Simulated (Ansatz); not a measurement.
Trial structure of Zr₂NbC₂, not yet relaxed:

```xyz
5
Lattice="-1.9400 1.9400 4.8488 1.9400 -1.9400 4.8488 1.9400 1.9400 -4.8488" Properties=species:S:1:pos:R:3 pbc="T T T"
Zr    0.0000    0.0000    3.6172
Zr    0.0000    0.0000    6.0804
Nb    0.0000    0.0000    0.0000
C     0.0000    1.9400    2.4244
C     1.9400    0.0000    2.4244
```

These are results of DFT PBE, scalar-relativistic, plane waves, PAW (Ansatz 0.2.0), not measurements. Plane waves to 420 eV, a k mesh through Γ of 6×6×6 on the computed 5-atom cell and Gaussian smearing (0.10 eV); no spin polarisation.

Energies over the elements count from the elements' standard structures at the same level, with no fitted energy shifts.

Problem. Estimate its pressure, forces and energy as it stands.

Solution. The pressure is 6.0 GPa (the mean over three directions, positive in compression), the largest force is 6.58 eV/Å, and the energy is +0.98 eV/atom against the elements. The shortest distance is 2.28 Å.

Problem. Is it a good guess?

Solution. A rough one: relaxing gains about 0.69 eV/atom (the start's value is from the coarse mesh, so the gain is rough) in 13 ionic steps and ends at +0.28 eV/atom on the finer mesh. The symmetry stays I4/mmm (No. 139). The volume per atom grows by 6.8 %, from 14.6 to 15.6 Å³. The shortest distance goes from 2.28 Å (Zr–C) to 2.23 Å (Zr–C). The ratio c/a of the conventional cell changes by a factor of 0.81. Conventional cell: a = 4.262 Å, c = 8.580 Å. Zr is surrounded by 4 C at 2.23 Å, 1 Nb at 2.80 Å, 1 Zr at 2.98 Å, 4 Zr at 3.28 Å and 4 Nb at 3.36 Å; around Nb lie 2 Zr at 2.80 Å, 8 C at 3.02 Å and 8 Zr at 3.36 Å; around C lie 4 Zr at 2.23 Å, 4 C at 3.01 Å and 4 Nb at 3.02 Å.

The last run used a 12×12×12 mesh for its 5-atom cell and Gaussian smearing of 0.10 eV. The reference form of C is held partly by dispersion forces, which this level lacks. The relaxation can't lower the symmetry of the start, and the grade says only how near the guess is to its own end. A structure relaxed within its symmetry needn't be a true minimum. Another cell of Zr2NbC2 relaxed alike, in P-3m1, lies 0.93 eV/atom lower, so this cell isn't the stable form at this level.
